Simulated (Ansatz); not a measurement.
Data:

BaC2:
```cif
data_C6Ba3
_chemical_formula_sum 'Ba3 C6'
_space_group_name_H-M_alt 'R-3m :H'
_space_group_IT_number 166
_space_group_name_Hall '-R 3 2"'
_cell_length_a 5.20103
_cell_length_b 5.20103
_cell_length_c 7.41860
_cell_angle_alpha 90.000
_cell_angle_beta 90.000
_cell_angle_gamma 120.000
loop_
_atom_site_label
_atom_site_type_symbol
_atom_site_symmetry_multiplicity
_atom_site_Wyckoff_symbol
_atom_site_fract_x
_atom_site_fract_y
_atom_site_fract_z
_atom_site_occupancy
Ba1 Ba 3 a 0.00000 0.00000 0.00000 1
C1 C 6 c 0.00000 0.00000 0.41527 1
```
(The calculation used a cell of 3 atoms; values per cell refer to that cell.)

This is the r²SCAN-relaxed structure.

### Question
All from r²SCAN in the plane-wave PAW code Ansatz, unless another level is named. Estimate the Poisson's ratio.

### Answer
0.30.

### Question
Next, the zero-point energy?

### Answer
67.8 meV/atom.

The workflow started from a Materials Project entry (that database holds measured and hypothetical structures alike); the Crystallography Open Database copy checked does not list it. Whether it is the stable phase at ambient conditions was not checked. The r²SCAN relaxation kept the symmetry of its start; phonons on a q-mesh show no instability. Spin–orbit coupling is left out wherever it is not named.

Potentials: the later of the program's two PAW sets.
